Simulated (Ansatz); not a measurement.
Sr₂NCl:
Space group R-3m, hexagonal axes (No. 166); a = b = 3.8882 Å, c = 21.1040 Å, α = β = 90.00°, γ = 120.00°

```csv
atom,site,symmetry,x,y,z
Sr,6c,3m,0.0000,0.0000,0.2302
N,3b,-3m,0.0000,0.0000,0.5000
Cl,3a,-3m,0.0000,0.0000,0.0000
```
(The calculation used a cell of 4 atoms; values per cell refer to that cell.)

Relaxed with r²SCAN. DFT-r²SCAN in the program Ansatz with PAW potentials gives a gap of 2.21 eV.

What gap does HSE06 give on the same cell (Ansatz, PAW)?

2.92 eV, 0.71 eV more. The hybrid was solved on a coarser mesh and at special points; the gap given is the minimum over both.

Cost on shared cores: the r²SCAN run (SCF on a 8×8×8 mesh, then bands and DOS) around 70 core-seconds (rough), the HSE06 run (SCF on 6×6×6, then a few points) roughly 2.3 core-minutes; the tasks are unlike.

The workflow started from a Materials Project entry (that database holds measured and hypothetical structures alike); the Crystallography Open Database files this formula in space group No. 166, but the cells were not matched. Whether it is the stable phase at ambient conditions was not checked. The r²SCAN relaxation kept the symmetry of its start; its stability against distortions is not shown here. Spin–orbit coupling is left out wherever it is not named.

Potentials: the later of the program's two PAW sets.
